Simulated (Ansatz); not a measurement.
SiNi2:
```xyz
12
Lattice="4.9475 0.0000 0.0000 0.0000 3.6926 0.0000 0.0000 0.0000 7.0023" Properties=species:S:1:pos:R:3 pbc="T T T"
Ni     2.6822     0.9231     5.5662
Ni     0.2084     0.9231     4.9373
Ni     2.2653     2.7694     1.4361
Ni     4.7390     2.7694     2.0650
Ni     0.8421     0.9231     0.4197
Ni     3.3158     0.9231     3.0814
Ni     4.1054     2.7694     6.5826
Ni     1.6317     2.7694     3.9209
Si     3.5186     0.9231     0.8030
Si     1.0449     0.9231     2.6982
Si     1.4289     2.7694     6.1994
Si     3.9026     2.7694     4.3041
```

Relaxed with r²SCAN. Special points in fractions of this cell's reciprocal vectors: Γ (0.000, 0.000, 0.000); X (0.500, 0.000, 0.000); S (0.500, 0.500, 0.000); Y (0.000, 0.500, 0.000); Z (0.000, 0.000, 0.500); U (0.500, 0.000, 0.500); R (0.500, 0.500, 0.500); T (0.000, 0.500, 0.500).

**Question.** List the band energies nearest the Fermi level at these points for r²SCAN (plane waves, PAW; program Ansatz).

**Answer.** In eV from the Fermi level; about four levels below and three above (degenerate sets whole), none deeper than 8.9 eV; points with the same levels are listed once.

```
k                                below                above
-  -----------------------------------  -------------------
Γ              -1.00 -0.97 -0.65 -0.21       0.82 0.92 2.00
X              -1.14 -1.14 -0.98 -0.98  1.29 1.29 2.22 2.22
S              -0.81 -0.81 -0.81 -0.81  0.03 0.03 0.03 0.03
Y              -1.02 -1.02 -0.97 -0.97  0.80 0.80 1.43 1.43
Z  -1.14 -1.14 -1.13 -1.13 -0.42 -0.42  0.23 0.23 1.50 1.50
U              -0.99 -0.99 -0.61 -0.61  0.33 0.33 1.98 1.98
R              -0.75 -0.75 -0.75 -0.75  0.51 0.51 0.51 0.51
T              -0.44 -0.44 -0.37 -0.37  1.42 1.42 2.13 2.13
```

Space group Pnma. The cell was relaxed with r²SCAN under the symmetry of its start. The workflow began spin-polarised and lost its moments.

Potentials: the later of the program's two PAW sets.
